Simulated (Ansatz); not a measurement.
CdSiN$_{2}$ in space group R-3m (No. 166; Cd on 3a, Si on 3b, N on 6c), plane-wave PAW PBE (Ansatz code), all energies at zero smearing, with the estimated change up to a 700 eV cutoff added, with one set of potentials and settings (totals compare only within such a set). Cell of 4 atoms (1 Cd, 1 Si, 2 N): -9658.567 eV.

```json
[
 {"element": "Cd", "reference phase": "P6_3/mmc, 2 atoms in the cell", "E (eV/atom)": "-8254.4547"},
 {"element": "Si", "reference phase": "Fd-3m, 2 atoms in the cell", "E (eV/atom)": "-635.8096"},
 {"element": "N", "reference phase": "Pa-3, 8 atoms in the cell", "E (eV/atom)": "-384.0325"}
]
```

Formation energy per atom, worked out: (-9658.567 − 1×(-8254.4547) − 1×(-635.8096) − 2×(-384.0325))/4 = -0.059 eV/atom (-6 kJ per mol of atoms), at 0 K, without zero-point energy or fitted corrections.

The start of the workflow was typed in or built on a structure type; neither database checked (COD, Materials Project) lists it. Its standing as an ambient phase is unchecked. Symmetry was held in the PBE relaxation; its stability against distortions is not shown here. The references are the lowest solids computed at this level, not always the standard phases (solids in place of the gases).

Potentials: the later of the program's two PAW sets.
